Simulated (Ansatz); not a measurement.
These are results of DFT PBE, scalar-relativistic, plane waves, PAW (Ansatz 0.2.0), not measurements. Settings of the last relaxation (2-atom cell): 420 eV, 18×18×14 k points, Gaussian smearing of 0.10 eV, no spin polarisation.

The zero of energy is the elements' standard structures at the same level; no fitted shifts are applied.

Question: Give a relaxed trial structure of a tetragonal metal with formula LiSe, with a formation energy near −0.75 eV/atom and about 18 Å³ per atom, in a cell of 2 atoms. Its symmetry should be P4/mmm (No. 123).

Answer: LiSe, space group P4/mmm (No. 123). Li has 8 Se at 2.88 Å and 4 Li at 3.06 Å; around Se lie 8 Li at 2.88 Å and 4 Se at 3.06 Å.

Space group P4/mmm (No. 123). a = 3.065 Å, b = 3.065 Å, c = 3.786 Å, α = 90.00°, β = 90.00°, γ = 90.00°
| atom | site | symmetry | x | y | z |
| --- | --- | --- | --- | --- | --- |
| Li | 1c | 4/mmm | 0.5000 | 0.5000 | 0.0000 |
| Se | 1b | 4/mmm | 0.0000 | 0.0000 | 0.5000 |

The volume per atom is 17.78 Å³. The density is 4.01 g/cm³, the energy over the elements is −0.75 eV/atom and the gap on the 18×18×14 mesh of the 2-atom cell is 0 eV (a metal).

It was reached by relaxing an invented guess, and it needn't be the stable form of this composition. Other answers may fit too; this one was computed.

An odd number of electrons in the primitive cell allows no gap without spin; a larger cell or a magnetic state could open one. The reference form of Se is held partly by dispersion forces, which this level lacks. Symmetry constrained the relaxation, so the result can be a saddle point.
